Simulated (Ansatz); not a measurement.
## E(q) of VSb (P63/mmc)

Geometry: a structure from the Materials Project; nothing is relaxed.

Common settings: LDA, 9×9×5 k mesh, Fermi–Dirac smearing of 0.08 eV. PAW means Ansatz 0.2.0 on its default frozen-core files; LAPW is all-electron LAPW in Ansatz 0.2.0. Site moments are integrated in spheres about the atoms, whose radii differ between the methods.

The first input and its command:

```yaml
crystal:
  lattice:
    - [4.1400578263, 0.0, 0.0]
    - [-2.0700289132, 3.5853952507, 0.0]
    - [0.0, 0.0, 5.590919]
  atoms:
    - { symbol: V, position: [0.0, 0.0, 0.0], spin: 1.2, spin_axis: [1.0, 0.0, 0.0] }
    - { symbol: V, position: [0.0, 0.0, 0.5], spin: 1.2, spin_axis: [1.0, 0.0, 0.0] }
    - { symbol: Sb, position: [0.6666666667, 0.3333333333, 0.25] }
    - { symbol: Sb, position: [0.3333333333, 0.6666666667, 0.75] }
magnetization:
  noncollinear: true
  spin_spiral: { q: [0.0, 0.0, 0.0] }
kpoints:
  mp_grid: { grid: [9, 9, 5] }
scf:
  occupations: { method: fermi_dirac, width: 0.08 }
  lower_state_search: "off"
hamiltonian:
  xc: lda
  pseudopotentials: { kind: paw }
output:
  eigenvalues: false
```

Command: `ansatz run input.yaml --threads 2 --pin off --max-ram 6144MiB --backend cpu --events-out ev --progress --plain --runs-dir out`

The input for «spiral at 1 of the way from Γ to K» by LAPW differs from it in these lines, output keys apart:

```diff
-  spin_spiral: { q: [0.0, 0.0, 0.0] }
+  spin_spiral: { q: [0.3333333333, 0.3333333333, 0.0] }
-  mp_grid: { grid: [9, 9, 5] }
+  mp_grid: { grid: [9, 9, 5], shift: [0.5, 0.5, 0.0] }
-  pseudopotentials: { kind: paw }
+  pseudopotentials: { kind: all_electron, lapw: { basis_error: 0.001 } }
```

Flat spirals without spin–orbit coupling: moments start in the xy plane and turn about z by q·R from cell to cell, and their directions inside a cell are free. q runs from Γ to K = (0.333, 0.333, 0.000) in reciprocal cell vectors. Energies count from each method's run at q = 0. Each q is a vector of the k mesh, and the mesh is shifted by q/2 where needed, so that both spin components are sampled on the same points as at q = 0.

```csv
fraction of Γ–K,q (1/Å),ΔF PAW (meV/cell),ΔF LAPW (meV/cell),"largest moment, PAW (μB)"
0.000,0.000,0.0,0.0,1.17
0.333,0.337,+29.1,+29.0,1.14
0.667,0.675,+78.4,–,1.02
1.000,1.012,+99.9,+99.9,0.95
```

q = 0 is the lowest point of the line, so the state at q = 0 is stable against these spirals.

Q: A further pair of PAW runs: spiral at 0.667 of the way from Γ to K, mesh halved and not shifted, against the same at q = 0. What is the energy difference?

A: +115.8 meV/cell, with a largest moment of 1.27 μB. The halved mesh isn't converged.

The PAW files were made with PBE; the program remakes their cores once for the run's functional and then keeps them frozen. The Ansatz runs typed with the search for lower states off end where their start leads. Spin–orbit coupling is left out although heavy atoms are present. These are results for the start and cell typed. The real compound can order otherwise, in a larger cell, or not at all, since semilocal functionals at zero temperature often overstate magnetism.
